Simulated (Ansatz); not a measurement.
input.yaml (Ansatz)

```yaml
crystal:
  lattice:
    - [4.7686371176, 0.0, 0.0]
    - [0.0, 4.7686371176, 0.0]
    - [0.0, 0.0, 4.7686371176]
  atoms:
    - { symbol: Ru, position: [0.0, 0.0, 0.0] }
    - { symbol: Ru, position: [0.5, 0.5, 0.5] }
    - { symbol: Ru, position: [0.25, 0.0, 0.5] }
    - { symbol: Ru, position: [0.75, 0.0, 0.5] }
    - { symbol: Ru, position: [0.5, 0.25, 0.0] }
    - { symbol: Ru, position: [0.5, 0.75, 0.0] }
    - { symbol: Ru, position: [0.0, 0.5, 0.25] }
    - { symbol: Ru, position: [0.0, 0.5, 0.75] }
hamiltonian:
  xc: r2scan
  pseudopotentials:
    kind: paw
    azcp:
      Ru: "pseudopotentials/Ru.paw.azcp"
basis:
  ecutwfc: 500
  fft_grid_basis: typed
kpoints:
  mp_grid: { grid: [6, 6, 6], shift: [0, 0, 0] }
magnetization:
  spin_polarized: false
scf:
  occupations: { method: fermi_dirac, width: 0.1 }
relax:
  max_steps: 60
  f_tol: 0.01
  cell: {}
```

and its output:

```
Engine: ansatz 0.2.0, x86_64-unknown-linux-gnu
Pseudopotentials: kind: paw
Pseudopotential: Ru, paw, valence charge 16, recommended cutoff 500 eV (meta_gga) 
Functional definition: r2SCAN
  parameter k0 = 0.174
  parameter k1 = 0.065
  parameter a1 = 4.9479
  exchange = r2scan_x(k0 = k0, k1 = k1, a1 = a1)
  correlation = r2scan_c
Crystal: 8 atoms, lattice volume = 108.438 Å³
Basis set: ecut = 500 eV, 2777 PW (Γ), exchange–correlation on 144×144×144 points (64 copies of the dense FFT grid, shifted against one another)
Bands: 77, of which v1, the nominal top of the filled ones, is band 64 counted from 1 (63 counted from 0)
Symmetry: 48 space group operations
Space group: Pm-3n (ITA 223), of the structure as read, at distance tolerance 4.8e-5 Å
k-points: 20 of 216
Non-local potential: Ru, projectors of the file, l = 0: 3, l = 1: 2, l = 2: 2, l = 3: 1
PAW form: soft (Blöchl's): semilocal exchange-correlation on the pseudo side does not see the compensation charge
PAW frozen core: Ru, regenerated for the run's functional (the file was generated under x = pbe(κ = 0.804, μ = 0.2195149727645171), c = pbe(β = 0.06672455060314922))
PAW one-centre angular grid: Ru, 590 points (default); XC on 160 Gauss nodes
Initial density: superposition of atomic densities (neutral atoms: chi_scale 0, normalization atom), corrected by the library's trained network
Initial wavefunctions: pseudopotential atomic-orbital guess
Functional: x = r2scan, c = r2scan; τ floored in thin density (d = 2e-4 eV/Å³)
SCF iter   1: F=—  HF=-47122.379066 eV  |F-HF|=—  |Δ(HF+E_count)|=         —  Δρ=1.34e-2  dr2=1.31e-1  dr2_τ=6.29e-2  ethr=1.77e-3  ⟨swp⟩=5.2  Hψ=4933  notcnv=0
SCF iter   2: F=—  HF=-47122.419943 eV  |F-HF|=—  |Δ(HF+E_count)|=   4.09e-2  Δρ=9.20e-3  dr2=1.00e-1  dr2_τ=1.70e-2  ethr=1.03e-4  ⟨swp⟩=2.4  Hψ=2873  notcnv=0
SCF iter   3: F=—  HF=-47122.415641 eV  |F-HF|=—  |Δ(HF+E_count)|=   4.30e-3  Δρ=4.91e-3  dr2=1.11e-2  dr2_τ=1.45e-3  ethr=7.83e-5  ⟨swp⟩=1.2  Hψ=1545  notcnv=0
SCF iter   4: F=—  HF=-47122.416594 eV  |F-HF|=—  |Δ(HF+E_count)|=   9.53e-4  Δρ=1.19e-3  dr2=7.88e-4  dr2_τ=7.65e-5  ethr=8.67e-6  ⟨swp⟩=1.4  Hψ=1858  notcnv=0
SCF iter   5: F=—  HF=-47122.416760 eV  |F-HF|=—  |Δ(HF+E_count)|=   1.66e-4  Δρ=2.00e-4  dr2=3.22e-5  dr2_τ=1.65e-6  ethr=6.16e-7  ⟨swp⟩=2.1  Hψ=2553  notcnv=0
SCF iter   6: F=—  HF=-47122.416763 eV  |F-HF|=—  |Δ(HF+E_count)|=   2.36e-6  Δρ=5.07e-5  dr2=1.59e-6  dr2_τ=1.66e-7  ethr=2.52e-8  ⟨swp⟩=2.1  Hψ=2232  notcnv=0
SCF iter   7: F=—  HF=-47122.416764 eV  |F-HF|=—  |Δ(HF+E_count)|=   1.14e-6  Δρ=2.09e-5  dr2=6.64e-7  dr2_τ=7.18e-8  ethr=1.24e-9  ⟨swp⟩=2.0  Hψ=2807  notcnv=0
...
SCF iter   4: F=—  HF=-47122.498391 eV  |F-HF|=—  |Δ(HF+E_count)|=   1.87e-7  Δρ=8.88e-6  dr2=1.48e-7  dr2_τ=1.58e-8  ethr=5.88e-11  ⟨swp⟩=2.0  Hψ=2174  notcnv=0
SCF iter   5: F=—  HF=-47122.498391 eV  |F-HF|=—  |Δ(HF+E_count)|=   1.00e-8  Δρ=1.75e-6  dr2=1.65e-9  dr2_τ=3.48e-10  ethr=5.88e-11  ⟨swp⟩=1.8  Hψ=1613  notcnv=0
SCF iter   6: F=-47122.498391 eV  HF=-47122.498391 eV  |F-HF|=5.82e-11  |Δ(HF+E_count)|=   5.23e-9  Δρ=2.68e-7  dr2=5.02e-11  dr2_τ=1.28e-11  ethr=1.00e-12  ⟨swp⟩=3.0  Hψ=6742  notcnv=0
SCF 4 converged in 6 iterations: F = -47122.498391 eV  dr2 = 5.02e-11
relax step   4: F+E_penalty+E_count = -47122.49839111 eV  Δ(F+E_penalty+E_count) = -2.271e-3 eV  max|allowed force component| = 2.739e-17 eV/Å  Δτ_max = 0.0000 Å  P = +0.001 GPa  Ω = 111.429 Å³  stress off target by 1.21e-3 GPa  SCF on the basis re-selected at this cell (its energy is not comparable with the rows above)  (6 SCF iters)
basis re-selected at this cell: Δ(F+E_penalty+E_count) = -2.271e-3 eV, ΔP = +0.017 GPa vs the last step (what re-selecting the basis moved, of the pressure what is left beyond the Pulay correction that the steps carried, after the strain that the cell walked since its last selection, with what the two solves' SCF thresholds leave and, on support functions, any second-order correction that the steps lacked; it is no measure of the basis error at this ecutwfc). This SCF's stress stands 1.21e-3 GPa from its target on what of the cell is left free (relax.cell.stress_tol is 5.00e-2 GPa) and its largest allowed force component is 2.74e-17 eV/Å (relax.f_tol is 1.00e-2 eV/Å): within both
SCF converged after 6 iterations
Free energy (F): -47122.498391 eV
Harris-Foulkes:  -47122.498391 eV  (|F-HF|=5.82e-11)
Internal energy: -47122.159242 eV  (E = F + TS)
E sigma→0 (E₀):  -47122.328816 eV
Entropy (-TS):   -0.339149 eV (-42.394 meV/atom)
Fermi energy:    22.821815 eV
--- Per-component energies (eV) ---
  E_band       = -628.819737
  E_kinetic    = 4113.456142
  E_local      = -10355.025491  (includes V_loc(G=0)·N_el)
  E_nonlocal   = 2749.902166
  E_hartree    = 3337.422133
  E_xc         = -1471.304214
  E_vxc        = -2131.219500  (∫ρ·V_xc dr)
  E_paw        = -27833.682098  (= ΣΔE_a)
  E_vpaw       = -1830.763943  (= ΣTr[D̂ρ^β])
  E_aug_tail   = 0.000798  (compensation charges beyond the density's cutoff)
  E_vtau       = 149.986409  (kinetic-family band-sum trace: ∫τ·v_τ [+ j·A + Jᵃ·Aᵃ] dr)
  E_ewald      = -17660.441033
  E_core_change = -2.487645  (= ΣΔE_core)
  E_smearing   = -0.339149  (= −TS)
  E_closure    = -0.000000  (closes the sum)
  Σ components = -47122.498391   (vs F -47122.498391, Δ=0.00e0)
--- Forces (eV/Å), atoms counted from 1 ---
  atom   1  Ru    -0.00000000    -0.00000000     0.00000000
  atom   2  Ru    -0.00000000    -0.00000000    -0.00000000
  atom   3  Ru     0.00000000     0.00000000    -0.00000000
  atom   4  Ru    -0.00000000    -0.00000000     0.00000000
  atom   5  Ru    -0.00000000     0.00000000    -0.00000000
  atom   6  Ru     0.00000000    -0.00000000     0.00000000
  atom   7  Ru     0.00000000     0.00000000     0.00000000
  atom   8  Ru    -0.00000000    -0.00000000    -0.00000000
  max |Σ_I F_I| component: 1.21e-17 eV/Å
--- Stress (GPa, compression-positive) ---
        0.001209      -0.000000       0.000000
       -0.000000       0.001209       0.000000
        0.000000       0.000000       0.001209
  P = ⅓ Tr σ = 0.0012 GPa (0.012 kbar)
--- Relaxed structure (3 steps of the walk, 2 accepted, 1 SCFs on fresh bases) ---
  F+E_penalty+E_count = -47122.49839111 eV   max|allowed force component| = 2.739e-17 eV/Å   (the final SCF, on the basis selected at the relaxed cell)
  cell:  # Å, volume = 111.4291 Å³
    - [4.812080752367878, -6.419766481290786e-35, -1.925929944387236e-34]
    - [-3.209883240645393e-35, 4.812080752367878, 0.0]
    - [-1.925929944387236e-34, 0.0, 4.812080752367878]
  atoms:
    - { symbol: Ru, position: [-3.214429187356001e-36, -3.1552679139690787e-37, -9.202864749076484e-38] }
    - { symbol: Ru, position: [0.5, 0.5, 0.5] }
    - { symbol: Ru, position: [0.25, 5.4428371515966626e-36, 0.5] }
    - { symbol: Ru, position: [0.7499999999999999, -7.178234504279659e-36, 0.5] }
    - { symbol: Ru, position: [0.5, 0.25, -3.9440848924610524e-38] }
    - { symbol: Ru, position: [0.5, 0.7499999999999999, 8.019639281338106e-37] }
    - { symbol: Ru, position: [6.619489144514301e-36, 0.5, 0.25] }
    - { symbol: Ru, position: [4.9366795903974537e-36, 0.5, 0.7499999999999999] }
```
